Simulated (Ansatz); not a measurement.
Trial structure of Li5GeF, not yet relaxed:

Space group P4/mmm (No. 123). a = 3.745 Å, b = 3.745 Å, c = 6.010 Å, α = 90.00°, β = 90.00°, γ = 90.00°
| atom | site | symmetry | x | y | z |
| --- | --- | --- | --- | --- | --- |
| Li | 1c | 4/mmm | 0.5000 | 0.5000 | 0.0000 |
| Li | 4i | 2mm. | 0.5000 | 0.0000 | 0.6952 |
| Ge | 1b | 4/mmm | 0.0000 | 0.0000 | 0.5000 |
| F | 1a | 4/mmm | 0.0000 | 0.0000 | 0.0000 |

All numbers below come from DFT PBE, scalar-relativistic, plane waves, PAW in Ansatz 0.2.0. Settings: cutoff 420 eV, Γ-centred mesh 4×4×4 on the computed 7-atom cell, Gaussian smearing of 0.10 eV; no spin polarisation.

Energies over the elements count from the elements' standard structures at the same level (F₂ as a molecule), with no fitted energy shifts.

**Question.** Estimate its pressure, forces and energy as it stands.

**Answer.** The pressure is 21.9 GPa (the mean over three directions, positive in compression), the largest force is 0.99 eV/Å, and the energy is −0.11 eV/atom against the elements. The shortest distance is 2.21 Å.

**Question.** Is it a good guess?

**Answer.** A rough one: relaxing gains about 0.35 eV/atom (the start's value is from the coarse mesh, so the gain is rough) in 29 ionic steps and ends at −0.46 eV/atom on the finer mesh. The symmetry stays P4/mmm (No. 123). The volume per atom grows by 42.1 %, from 12.0 to 17.1 Å³. The shortest distance goes from 2.21 Å (Li–Ge) to 2.61 Å (Li–Ge). The ratio c/a of the conventional cell changes by a factor of 1.45. Conventional cell: a = 3.718 Å, c = 8.663 Å. Li on a site of symmetry 4/mmm is surrounded by 4 F at 2.63 Å and 8 Li at 3.12 Å; Ge is surrounded by 8 Li at 2.61 Å; around F lie 4 Li at 2.63 Å and 8 Li at 3.12 Å (long contacts); 1 more site not described.

The last run used a 10×10×6 mesh (in the run's order of axes) for its 7-atom cell and Gaussian smearing of 0.10 eV. The relaxation can't lower the symmetry of the start, and the grade says only how near the guess is to its own end. A structure relaxed within its symmetry needn't be a true minimum.
